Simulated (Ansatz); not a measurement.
Input:

CdGeAs2:
```
CdGeAs2
1.0
   -2.93694     2.93694     5.61282
    2.93694    -2.93694     5.61282
    2.93694     2.93694    -5.61282
Cd Ge As
2 2 4
Direct
  0.25000   0.75000   0.50000
  0.50000   0.50000   0.00000
  0.00000   0.00000   0.00000
  0.75000   0.25000   0.50000
  0.87500   0.35103   0.97603
  0.64897   0.62500   0.52397
  0.37500   0.89897   0.02397
  0.10103   0.12500   0.47603
```

This is the LDA-relaxed structure.

**Question.** All from DFT-LDA in the program Ansatz with PAW potentials, unless another level is named. Predict the highest zone-centre frequency.

**Answer.** 264 cm^-1.

**Question.** What about the bulk modulus (Birch–Murnaghan fit)?

**Answer.** 65.6 GPa.

Space group I-42d (chalcopyrite). The cell was relaxed with LDA under the symmetry of its start; of distortions, only those at the zone centre were tested. As this level gives no gap, phonon frequencies hold no LO–TO term and depend on the k-mesh and smearing (Fermi–Dirac, 0.1 eV here).

Potentials: the later of the program's two PAW sets.
